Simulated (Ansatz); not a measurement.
CdSe (zinc blende)

```
CdSe
1.0
    0.00000     3.09822     3.09822
    3.09822     0.00000     3.09822
    3.09822     3.09822     0.00000
Se Cd
1 1
Direct
  0.75000   0.75000   0.75000
  0.00000   0.00000   0.00000
```

Grid over V/V₀ and (c/a)/(c/a)₀, subscript 0 meaning the relaxed cell; the conventional c axis lies along z; no internal relaxation.

These are PBE (plane waves to 420 eV, PAW, scalar-relativistic; Ansatz, a first-principles code) values and carry that method's errors. k mesh 9×9×9 (Γ-centred), Fermi-Dirac smearing 0.05 eV. Compression counts positive. CdSe was relaxed with its symmetry unable to fall. The PAW data are Ansatz's earlier set.

Changes of σxx (GPa) from the point V/V₀ = 1.000, (c/a)/(c/a)₀ = 1.000 when one coordinate moves alone (two changes are said to add if the coupling is within 5 % of the smaller one, nearly so within 20 %):

```tsv
point	change
V/V₀ = 1.000, (c/a)/(c/a)₀ = 0.960	-0.254
V/V₀ = 1.000, (c/a)/(c/a)₀ = 0.980	-0.122
V/V₀ = 0.960, (c/a)/(c/a)₀ = 1.000	2.010
V/V₀ = 0.980, (c/a)/(c/a)₀ = 1.000	0.948
V/V₀ = 1.020, (c/a)/(c/a)₀ = 1.000	-0.846
V/V₀ = 1.040, (c/a)/(c/a)₀ = 1.000	-1.601
V/V₀ = 1.000, (c/a)/(c/a)₀ = 1.020	0.113
V/V₀ = 1.000, (c/a)/(c/a)₀ = 1.040	0.218
```

### Question
Do the two effects add at V/V₀ = 1.040, (c/a)/(c/a)₀ = 1.020? Give the computed change.

### Answer
The sum of the single changes is -1.601 + (0.113) = -1.488; the calculation gives -1.478, so the coupling contributes 0.010 (under 20 % of the smaller single change, nearly additive).

### Question
Do the two effects add at V/V₀ = 1.040, (c/a)/(c/a)₀ = 0.960? Give the computed change.

### Answer
The sum of the single changes is -1.601 + (-0.254) = -1.855; the calculation gives -1.871, so the coupling contributes -0.016 (under 20 % of the smaller single change, nearly additive).

### Question
Do the two effects add at V/V₀ = 0.980, (c/a)/(c/a)₀ = 1.020? Give the computed change.

### Answer
The sum of the single changes is 0.948 + (0.113) = 1.061; the calculation gives 1.054, so the coupling contributes -0.007 (under 20 % of the smaller single change, nearly additive).

(A scan under strain: stresses follow from slopes of the energy per volume, elastic moduli from its curvatures.)
